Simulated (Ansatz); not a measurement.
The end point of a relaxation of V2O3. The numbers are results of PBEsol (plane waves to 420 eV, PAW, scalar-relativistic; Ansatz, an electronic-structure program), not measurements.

```cif
data_O6V4
_chemical_formula_sum 'V4 O6'
_space_group_name_H-M_alt 'P 1'
_space_group_IT_number 1
_cell_length_a 5.43290
_cell_length_b 5.43290
_cell_length_c 6.86127
_cell_angle_alpha 108.887
_cell_angle_beta 108.887
_cell_angle_gamma 28.706
loop_
_space_group_symop_operation_xyz
  'x, y, z'
loop_
_atom_site_label
_atom_site_type_symbol
_atom_site_fract_x
_atom_site_fract_y
_atom_site_fract_z
_atom_site_occupancy
V1 V 0.16133 0.16133 0.84828 1
V2 V 0.83867 0.83867 0.15172 1
V3 V 0.65928 0.65928 0.35696 1
V4 V 0.34072 0.34072 0.64304 1
O1 O 0.19368 0.19368 0.15161 1
O2 O 0.80632 0.80632 0.84839 1
O3 O 0.13927 0.13927 0.54726 1
O4 O 0.86073 0.86073 0.45274 1
O5 O 0.47375 0.47375 0.20184 1
O6 O 0.52625 0.52625 0.79816 1
```

**Question.** Find the space group and the Wyckoff positions (tolerance 0.01 Å).

**Answer.** Space group C2/m (No. 12); a = 10.5266 Å, b = 2.6936 Å, c = 6.8613 Å, α = γ = 90.00°, β = 109.52°

```csv
atom,site,symmetry,x,y,z
V,4i,m,0.3387,0.5000,0.1517
V,4i,m,0.3407,0.0000,0.6430
O,4i,m,0.1937,0.0000,0.1516
O,4i,m,0.1393,0.0000,0.5473
O,4i,m,0.4737,0.0000,0.2018
```

**Question.** Give the shortest distances between elements (the closest pairs, up to four, under 3.6 Å).

**Answer.** O–V 1.89 Å; O–O 2.60 Å; V–V 2.61 Å.

```yaml
volume_per_atom: 9.17 Å³
density: 5.43 g/cm³
band_gap: no gap (metallic)
magnetic_moment: zero (the starting moments vanished)
```

No spin polarisation in the result: the starting moments vanished. No Hubbard U is applied.

The run could not lose the symmetry of its start.

The first start was generated by placing the elements on the sites of a structure type. Materials Project lists a structure of V2O3 in the same space group, C2/m (No. 12); the sites were not compared with it, nor with measured phases. Known forms of V2O3 include space group No. 167.
